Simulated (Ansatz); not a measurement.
A generated cell, in the space group of a known form (sites not compared), of Ga3Pt2: P-3m1 (No. 164), hP5; a = 4.2397 Å, b = 4.2397 Å, c = 5.2272 Å, α = 90.00°, β = 90.00°, γ = 120.00°; Ga 1a (0.000, 0.000, 0.000); Ga 2d (0.667, 0.333, 0.357); Pt 2d (0.333, 0.667, 0.163). All values below come from PBEsol (plane waves to 420 eV, PAW, scalar-relativistic; Ansatz, a quantum-chemistry and plane-wave program). Element references, the lowest calculated here: Pt (Fm-3m), Ga (Cmce).

Total energies (eV/atom, σ → 0; comparable only within this code, potentials and settings):

```csv
phase,E (eV/atom)
Ga3Pt2 (P-3m1),-7200.058
Pt (Fm-3m),-12383.821
Ga (Cmce),-3743.203
Ga2Pt (Fm-3m),-6623.985
GaPt (P2₁3),-8064.173
```

Task: What is the formation energy of this P-3m1 form of Ga3Pt2 from the elements?

Result: E_f = -7200.058 − [3 × (-3743.203) + 2 × (-12383.821)] / 5 = -0.61 eV/atom (-3.0 eV per formula unit).

A lower structure of this composition may exist.

Static energies, no anion corrections, no zero-point energy. Values are rounded to 0.01 eV/atom. Not shown to be the ambient phase of their composition (a lower form may be missing, and a cell relaxed within its start's symmetry can be a saddle point): Ga3Pt2 (P-3m1). Spin-orbit coupling is missing from these energies, which matters for elements this heavy. The compounds carry no spin polarisation.
